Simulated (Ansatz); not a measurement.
CdSe (wurtzite)

```yaml
crystal:
  lattice:
    - [4.33999, 0.00000, 0.00000]
    - [-2.17000, 3.75854, 0.00000]
    - [0.00000, 0.00000, 7.07803]
  atoms:
    - { symbol: Cd, position: [0.66667, 0.33333, 0.00056] }
    - { symbol: Cd, position: [0.33333, 0.66667, 0.50056] }
    - { symbol: Se, position: [0.66667, 0.33333, 0.62464] }
    - { symbol: Se, position: [0.33333, 0.66667, 0.12464] }
```

The slice is a (0001) plane (indices of the conventional cell) through the point (0.333, 0.667, 0.501) (fractional), spanned by u = [110] and v = [1 -1 0] in vectors of this cell: u (4.34 Å) and v (7.52 Å, at 90° to u). It covers one period; positions are fractions (u, v).

Level of theory: r2SCAN (plane waves to 500 eV, PAW, scalar-relativistic; Ansatz, a program for electronic structure). k mesh 9×9×5. These are valence fields of a PAW run, semicore shells included where kept as valence: close to a nucleus they are smooth pseudo fields. CdSe was relaxed with its symmetry unable to fall.

**Question.** Sketch the electron localisation function (ELF) on this plane as a map.

**Answer.** 
```tsv
v \ u	0.00	0.12	0.25	0.38	0.50	0.62	0.75	0.88
0.93	0.56	0.39	0.16	0.70	0.75	0.70	0.16	0.39
0.86	0.22	0.14	0.48	0.77	0.77	0.77	0.48	0.14
0.79	0.09	0.15	0.59	0.75	0.77	0.75	0.59	0.15
0.71	0.02	0.08	0.37	0.61	0.67	0.61	0.37	0.08
0.64	0.01	0.04	0.12	0.14	0.15	0.14	0.12	0.04
0.57	0.11	0.10	0.17	0.41	0.56	0.41	0.17	0.10
0.50	0.52	0.31	0.17	0.55	x	0.55	0.17	0.31
0.43	0.75	0.70	0.16	0.39	0.56	0.39	0.16	0.70
0.36	0.77	0.77	0.48	0.14	0.22	0.14	0.48	0.77
0.29	0.77	0.75	0.59	0.15	0.09	0.15	0.59	0.75
0.21	0.67	0.61	0.37	0.08	0.02	0.08	0.37	0.61
0.14	0.15	0.14	0.12	0.04	0.01	0.04	0.12	0.14
0.07	0.56	0.41	0.17	0.10	0.11	0.10	0.17	0.41
0.00	x	0.55	0.17	0.31	0.52	0.31	0.17	0.55
```

Values: electron localisation function (ELF). Points within 0.5 Å of a nucleus are blanked (x), as the pseudised field means little there.
